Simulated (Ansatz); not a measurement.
## Be₃ZnSe₄: stable or not

The cell was found from a structure generator's guess, not taken from experiment.

Computed with DFT PBE, scalar-relativistic, plane waves, PAW (Ansatz 0.2.0). Cutoff 420 eV, Γ-centred 6×4×4 mesh (8-atom cell), Gaussian smearing of 0.02 eV, no spin polarisation.

```
CELL_PARAMETERS angstrom
3.74769 0.00000 0.00000
0.00000 7.52403 0.00000
0.00000 0.00000 5.32747
ATOMIC_POSITIONS crystal
Be 0.00000 0.50000 0.00309
Be 0.50000 0.74009 0.50017
Be 0.50000 0.25991 0.50017
Zn 0.00000 0.00000 0.00066
Se 0.00000 0.26700 0.26283
Se 0.00000 0.73300 0.26283
Se 0.50000 0.00000 0.70999
Se 0.50000 0.50000 0.76025
```

Formation energies are uncorrected and refer to the elements' standard structures at the same level.

**Question.** These tests were run: energy against the elements; phonons on a 2×1×1 q mesh. What do they show?

**Answer.**

```csv
test,result
energy against the elements,−0.755 eV/atom
phonons on a 2×1×1 q mesh,"no imaginary mode on the mesh, but the interpolation dips to 9i cm⁻¹ between its points"
```

It fails none of these tests. Other phases of the system weren't compared here, so this isn't yet thermodynamic stability.

The reference form of Se is held partly by dispersion forces, which this level lacks. The run for the phonons used a 6×4×4 k mesh.
